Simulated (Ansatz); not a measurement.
FePt (L1₀ or tetragonal B2, P4/mmm) under volume change, plane-wave PAW r²SCAN (Ansatz code), shape and atoms relaxed at each volume.

```csv
V (Å³/atom),E − E(relaxed) (meV/atom),P (GPa)
12.650,93.0,25.89
13.067,38.9,15.88
13.484,9.1,7.24
13.901,0.0,0.00
14.318,8.0,-5.92
14.735,30.0,-10.86
15.152,63.9,-15.05
```

Problem. What does a third-order Birch–Murnaghan fit give for V₀, B₀ and B′?

Solution. V₀ = 13.91 Å³/atom, B₀ = 217 GPa, B′ = 4.9.

Symmetry was held in the r²SCAN relaxation. Magnetic state: ferromagnetic, chosen from 5 collinear starts compared on coarse meshes (ties went to the first, and starts can fall back to one state), not a proven ground state. Textbook magnetic order: ferromagnetic. Other orbital occupations within this spin state were not tried. Spin–orbit coupling is left out wherever it is not named.

Potentials: the later of the program's two PAW sets.
